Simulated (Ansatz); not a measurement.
Given:

Starting cell, Mo (bcc, W type):

```
Mo
1.0
   -3.15088     3.15088     3.15088
    0.00000     0.00000     3.15088
    0.00000     3.15088     0.00000
Mo
2
Direct
  0.00000   0.00000   0.00000
  0.50000   0.00000   0.00000
```

A phonon eigenvector at H = (0.5, 0.5, 0.5) is frozen into this cell: atom i moves by Q times the vector below, so Q is the largest atomic displacement, in Å. The cell is held. It is one choice among 3 degenerate patterns. (q is in reciprocal vectors of the primitive cell; the cell shown is doubled to hold the pattern.)

```tsv
atom	x	y	z
Mo1	0.000	0.000	-1.000
Mo2	0.000	0.000	1.000
```

The numbers are results of r2SCAN (plane waves to 500 eV, PAW, scalar-relativistic; Ansatz, a quantum-chemistry and plane-wave program), not measurements. k mesh 21×21×21 (Γ-centred), Fermi-Dirac smearing 0.05 eV. Energies are smeared free energies. With partly filled bands, energies and forces of such displacements shift with the k mesh and the smearing. Mo is run without spin polarisation. Mo was relaxed with its symmetry unable to fall. The PAW data are Ansatz's earlier set. ΔE is measured from the undisplaced structure.

The scan covers Q from -0.280 to 0.280 Å in 13 points.

Which space group does the distorted structure have?

P4/nmm (No. 129), lowered from Im-3m.

What is the energy change at Q = 0.280 Å?

1149 meV/cell.

(A displaced cell: forces are minus the slopes of the energy, force constants its curvatures, and phonons follow from these.)
